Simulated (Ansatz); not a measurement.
A distorted cell of SiO2 (rutile):

```xyz
12
Lattice="4.2362 0.0000 0.0000 0.0000 4.2362 0.0000 0.0000 0.0000 5.3809" Properties=species:S:1:pos:R:3 pbc="T T T"
Si     2.0945     2.1416     1.3452
Si     2.1416     2.0945     4.0357
Si    -0.0027    -0.0027     0.0000
Si     0.0027     0.0027     2.6905
O      3.4167     3.4203     1.3460
O      3.4203     3.4167     4.0349
O      1.3002     2.9355    -0.0069
O      1.3006     2.9359     2.6974
O      2.9355     1.3002     0.0069
O      2.9359     1.3006     2.6835
O      0.8159     0.8194     1.3444
O      0.8194     0.8159     4.0365
```

Computed with PBE (plane waves to 420 eV, PAW, scalar-relativistic; Ansatz, a first-principles code). k mesh 8×8×6 (Γ-centred), Fermi-Dirac smearing 0.05 eV. Compression counts positive. SiO2 was relaxed with its symmetry unable to fall.

Question: Predict the force on every atom, in eV/Å.

Answer: 
```
atom      Fx      Fy      Fz
----  ------  ------  ------
Si1    0.360  -0.360   0.000
Si2   -0.360   0.360   0.000
Si3    0.041   0.041   0.000
Si4   -0.041  -0.041   0.000
O5     0.014  -0.017  -0.007
O6    -0.017   0.014   0.007
O7    -0.007   0.011   0.060
O8    -0.011   0.007  -0.060
O9     0.011  -0.007  -0.060
O10    0.007  -0.011   0.060
O11    0.017  -0.014   0.007
O12   -0.014   0.017  -0.007
```

(For displaced atoms, the force is minus the slope of the energy, and its curvature is a force constant, which sets phonon frequencies.)
